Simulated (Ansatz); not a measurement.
# Elastic constants of W (Im-3m), step by step

```
W
1.0
    -1.57706    1.57706    1.57706
     1.57706   -1.57706    1.57706
     1.57706    1.57706   -1.57706
W
1
Direct
  0.00000 0.00000 0.00000
```

Conventional cell: a = 3.154 Å, b = 3.154 Å, c = 3.154 Å, α = 90.00°, β = 90.00°, γ = 90.00°. W (atom 1) has 8 W at 2.73 Å as nearest neighbours.

Computed, not measured; unless marked otherwise by PBEsol, all-electron LAPW in Ansatz 0.2.0, scalar-relativistic. k mesh 24×24×24, Fermi-Dirac smearing of 0.100 eV, basis error target 1 meV/atom. The cell was relaxed by PAW under this functional.

The cell is cubic and carries a residual pressure of 0.06 GPa at this level. Each strain component that symmetry leaves independent is applied at ±0.003 and ±0.006, the ions relax wherever a strain frees them, and the stress (tension positive, GPa) is read. Shears are engineering strains, γ = 2ε.

| strain | size | σxx | σyy | σzz | σyz | σxz | σxy |
| --- | --- | --- | --- | --- | --- | --- | --- |
| xx | -0.006 | -3.4239 | -1.3213 | -1.3213 | 0.0000 | 0.0000 | 0.0000 |
| xx | -0.003 | -1.7233 | -0.6843 | -0.6843 | 0.0000 | 0.0000 | 0.0000 |
| xx | +0.003 | 1.5743 | 0.5601 | 0.5601 | 0.0000 | 0.0000 | 0.0000 |
| xx | +0.006 | 3.1718 | 1.1682 | 1.1682 | 0.0000 | 0.0000 | 0.0000 |
| yz | -0.006 | -0.0688 | -0.0659 | -0.0659 | -0.9052 | 0.0000 | 0.0000 |
| yz | -0.003 | -0.0602 | -0.0594 | -0.0594 | -0.4525 | 0.0000 | 0.0000 |
| yz | +0.003 | -0.0602 | -0.0594 | -0.0594 | 0.4525 | 0.0000 | 0.0000 |
| yz | +0.006 | -0.0688 | -0.0659 | -0.0659 | 0.9052 | 0.0000 | 0.0000 |

The slope is [8(σ(+δ) − σ(−δ)) − (σ(+2δ) − σ(−2δ))]/(12δ), and the program imposes the crystal's symmetry on the matrix.

(1) What are the independent elastic constants?

(2) Do they meet the Born conditions?

(3) What moduli does a random aggregate of grains have?

(4) With the density of 19.458 g/cm³, how fast does sound travel, and what Debye temperature follows?

(5) How far do the constants move if PAW replaces LAPW in the same cell?

(6) What happens at 20 GPa (cell relaxed there)?

## Answers

(1) C11 = 549.6, C12 = 207.4, C44 = 150.8 GPa.

(2) C11 − C12 = 342.2, C11 + 2C12 = 964.3 and C44 = 150.8 GPa must all be positive, so the crystal is elastically stable; that says nothing yet of its phonons.

(3) B = (C11 + 2C12)/3 = 321.4 GPa. G_V = (C11 − C12 + 3C44)/5 = 158.9 and G_R = 5(C11 − C12)C44/(4C44 + 3(C11 − C12)) = 158.3, so G_H = 158.6 GPa. Then E = 9BG/(3B + G) = 408.7 GPa, ν = (3B − 2G)/(6B + 2G) = 0.288 and B/G = 2.03, on the ductile side of Pugh's 1.75 (a rule of thumb).

(4) 

| direction | slow (m/s) | middle (m/s) | fast (m/s) |
| --- | --- | --- | --- |
| [100] | 2784 | 2784 | 5315 |
| [110] | 2784 | 2965 | 5216 |
| [111] | 2906 | 2906 | 5182 |

The mean of v⁻³ over directions and branches gives v_m = 3183 m/s and θ_D = (ħ/k_B) v_m (6π²n)^(1/3) = 379 K, n being atoms per volume. Young's modulus spans 391 to 436 GPa over directions, and the universal anisotropy index is 0.02.

(5) 

```csv
constant,LAPW (GPa),PAW (GPa),difference
C11,549.6,550.8,1.2
C12,207.4,208.7,1.3
C44,150.8,150.8,0.0
```

(6) The volume falls to 0.9462 of its value, and C11 = 663.7, C12 = 269.8, C44 = 182.6 GPa (slopes of the stress), in this structure whether or not another phase takes over.

Limits of these numbers: responses of metals move with mesh and smearing; no spin-orbit coupling on heavy atoms; the frozen-core PAW files of the compared runs were fitted under PBE, their cores solved anew for this functional.
